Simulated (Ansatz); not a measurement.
**Cold compression of SbRu (zincblende type)**

```yaml
crystal:
  lattice:
    - [0.00000, 2.91037, 2.91037]
    - [2.91037, 0.00000, 2.91037]
    - [2.91037, 2.91037, 0.00000]
  atoms:
    - { symbol: Ru, position: [0.00000, 0.00000, 0.00000] }
    - { symbol: Sb, position: [0.25000, 0.25000, 0.25000] }
```

The cell comes from a relaxation on PAW files under the same functional, begun from a prototype that needn't be the stable phase.

Its volume is scaled at fixed shape and fractional positions.

Level of theory: DFT with PBEsol, scalar-relativistic, in Ansatz 0.2.0; a Γ-centred 12×12×12 k mesh, Fermi–Dirac smearing of 0.08 eV, no spin polarisation. LAPW: all electrons, basis error target 1 meV/atom; PAW: frozen-core files, cutoff 420 eV; crystal datasets: all electrons, by PAW datasets that the program makes for each cell; norm-conserving: pseudopotentials, cutoff 1143 eV.

Energies are extrapolated to zero smearing and count from the unscaled cell; pressure is positive in compression; gaps take the mesh and a band path. No temperature or zero-point motion is included.

Spin–orbit coupling is left out, which matters for the heavy atoms. The PAW files were made under PBE. The structure type is held throughout; the real material can change phase at far lower pressure.

| V/V0 | V (Å³/atom) | P LAPW (GPa) | ΔE LAPW (eV/atom) | P PAW − LAPW (GPa) | ΔE PAW − LAPW (meV/atom) |
| --- | --- | --- | --- | --- | --- |
| 1.00 | 24.65 | 0.01 | 0.000 | 0.00 | 0.0 |
| 0.88 | 21.69 | 18.44 | 0.150 | 0.00 | 0.0 |
| 0.78 | 19.23 | ? | 0.632 | -0.01 | -0.1 |
| 0.68 | 16.76 | 99.2 | 1.716 | 0.03 | 0.0 |
| 0.58 | 14.30 | ? | 3.919 | 0.17 | 1.4 |
| 0.50 | 12.33 | 346.5 | 7.180 | 0.29 | 4.3 |
| 0.43 | 10.60 | 582.0 | 12.054 | 0.58 | 8.3 |

**Question.** Give the missing entry: row "0.58", column "P LAPW (GPa)".

**Answer.** 198.1.

**Question.** Fill in "P LAPW (GPa)" for the row "0.78".

**Answer.** 47.1.

**Question.** Fit the Vinet equation to the LAPW pressures over the whole range, with residuals weighted by 1/(|P| + 0.03·Pmax).

**Answer.** V0 = 24.67 Å³/atom, B0 = 103 GPa and B0′ = 4.97, and the fit misses no point by more than 5.2 GPa. A fit over so wide a range pins B0 less well than one near rest.

**Question.** At the smallest volume, how far do crystal datasets and norm-conserving lie from LAPW in pressure?

**Answer.** crystal datasets: 0.00 GPa; norm-conserving: -2.11 GPa, on a LAPW pressure of 582.0 GPa.

**Question.** How do the Löwdin populations by LAPW change from the unscaled cell to the last row?

**Answer.** Ru 4s 1.96 → 1.83, Ru 5s 0.63 → 0.59, Ru 4p 5.98 → 5.90, Ru 4d 7.63 → 8.61, Sb 4s 1.99 → 1.95, Sb 5s 1.58 → 1.31, Sb 5p 3.11 → 2.69 electrons an atom. These are projections on the shells that the free atoms fill; 0.13 e a cell lies outside them at the start and 0.20 e at the end.
